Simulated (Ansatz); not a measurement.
ScF$_{3}$:
Space group Pm-3m (No. 221); a = b = c = 3.9727 Å, α = β = γ = 90.00°

| atom | site | symmetry | x | y | z |
|---|---|---|---|---|---|
| Sc | 1a | m-3m | 0.0000 | 0.0000 | 0.0000 |
| F | 3d | 4/mm.m | 0.0000 | 0.0000 | 0.5000 |

Relaxed with LDA.

Task: Give the optical modes at the zone centre with their infrared and Raman activity from DFPT, LDA (plane waves, PAW; program Ansatz).

Result: Transverse frequencies, without the LO–TO term; a row sums one degenerate level.

| ω (cm⁻¹) | degeneracy | IR ((D/Å)²/amu) | Raman (Å⁴/amu) | activity | symmetry |
|---|---|---|---|---|---|
| 124 | 3 | 0.00 | 0 | silent | T2u |
| 188 | 3 | 11.33 | 0 | IR | T1u |
| 487 | 3 | 42.56 | 0 | IR | T1u |

Task: How high does the top mode go among those that the LO–TO term moves?

Result: 693 cm⁻¹ for q along x.

The workflow started from a Materials Project entry (that database holds measured and hypothetical structures alike); the Crystallography Open Database files this formula in space group No. 221, but the cells were not matched. Whether it is the stable phase at ambient conditions was not checked. The LDA relaxation kept the symmetry of its start; phonons show weakly imaginary modes. No spin polarisation was allowed.

Potentials: the earlier of the program's two PAW sets. The files were generated under PBE; for other functionals the program regenerates the frozen cores, and for LDA and PBEsol the local potential too.
